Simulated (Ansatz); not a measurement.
Relaxed-ion elastic tensor of Zr (hcp (Mg type), P6_3/mmc) in GPa (Voigt order), LDA in the plane-wave PAW code Ansatz; density 6.95 g/cm³, 21.79 Å³ per atom.

```json
[
 {"": "1", "1": "128", "2": "89.7", "3": "81.0", "4": "0.0", "5": "0.0", "6": "0.0"},
 {"": "2", "1": "89.7", "2": "128", "3": "81.0", "4": "0.0", "5": "0.0", "6": "0.0"},
 {"": "3", "1": "81.0", "2": "81.0", "3": "175", "4": "0.0", "5": "0.0", "6": "0.0"},
 {"": "4", "1": "0.0", "2": "0.0", "3": "0.0", "4": "18.0", "5": "0.0", "6": "0.0"},
 {"": "5", "1": "0.0", "2": "0.0", "3": "0.0", "4": "0.0", "5": "18.0", "6": "0.0"},
 {"": "6", "1": "0.0", "2": "0.0", "3": "0.0", "4": "0.0", "5": "0.0", "6": "19.2"}
]
```

Is the crystal mechanically stable?

Yes: the smallest eigenvalue of C is 18.0 GPa.

Work out the Voigt, Reuss and Hill averages.

K_V = 104, K_R = 103, K_H = 103; G_V = 23.1, G_R = 20.8, G_H = 21.9 GPa.

Give Young's modulus, Poisson's ratio, Pugh's ratio and the universal anisotropy index.

E = 9KG/(3K + G) = 61.5 GPa; ν = 0.40; K/G = 4.70 (ductile by the Pugh limit of 1.75); A_U = 5G_V/G_R + K_V/K_R − 6 = 0.54.

Estimate the sound speeds and the Debye temperature.

v_l = √((K + 4G/3)/ρ) = 4360 m/s, v_t = √(G/ρ) = 1780 m/s, mean 2010 m/s; Θ = (h/k)(3n/4πV)^(1/3) v_m = 214 K.

Solve the Christoffel equation for the three sound speeds along x, y, z.

Eigenvalues of C_ijkl n_j n_l equal ρv². In km/s, slowest first: x 1.61, 1.66, 4.29; y 1.61, 1.66, 4.29; z 1.61, 1.61, 5.02.

How much does each axis shrink under pressure?

Linear compressibilities β_i = Σ_j S_ij (j = 1 to 3): x 3.8, y 3.8, z 2.2 per TPa.

The cell was relaxed with LDA under the symmetry of its start. No spin polarisation was allowed. As this level gives no gap, shear constants depend on the k-mesh and smearing (Fermi–Dirac, 0.1 eV here).

Potentials: the earlier of the program's two PAW sets. The files were generated under PBE; for other functionals the program regenerates the frozen cores, and for LDA and PBEsol the local potential too.
